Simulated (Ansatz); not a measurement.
# Sr$_{2}$CdTeO$_{6}$, a known structure type with other elements, at an estimated volume

```
O Sr Cd Te
1.0
     0.00000    5.57171    0.00000
     5.57171    0.00000    0.00000
     2.78586    2.78586   -4.34304
O Sr Cd Te
6 2 1 1
Direct
  0.20600 0.29700 0.00000
  0.29700 0.79400 0.00000
  0.79400 0.70300 0.00000
  0.70300 0.20600 0.00000
  0.28000 0.28000 0.44000
  0.72000 0.72000 0.56000
  0.75000 0.25000 0.50000
  0.25000 0.75000 0.50000
  0.00000 0.00000 0.00000
  0.50000 0.50000 0.00000
```

Method: PBE, no spin polarisation; PAW, plane waves to 420 eV, 6×6×6 Γ-centred mesh, fermi-dirac occupations (width 0.1 eV) (Ansatz 0.2.0), atoms fixed.

**Stress.** The pressure is 9.1 GPa (compression positive), so with the atoms held at these fractions the cell would first expand; the forces are large, so a full relaxation may end otherwise. The principal stresses 3.5, 11.9, 11.9 GPa differ, so its shape would change too.
**Band edges.** Within 0.7 eV of the edges, the states project mainly on O p (74 %) and Cd d (19 %) below the gap and on O p (41 %), Te s (23 %) and O s (14 %) above it.
**Electronic structure.** The gap is 1.02 eV, indirect (the least direct gap found is 1.03 eV).
**Forces.** The largest is on O1 (and as large on other atoms): 3.08 eV/Å, components (2.52, 1.77, 0.00). It makes 20° with the line to a nearest neighbour, Te10 at 1.99 Å, pointing towards it.

Origin: a known structure type with other elements, at an estimated volume, so it need not be a known compound. Caveats: no spin-orbit coupling, which can shift this gap by tenths of an eV; atoms or cell far from equilibrium.
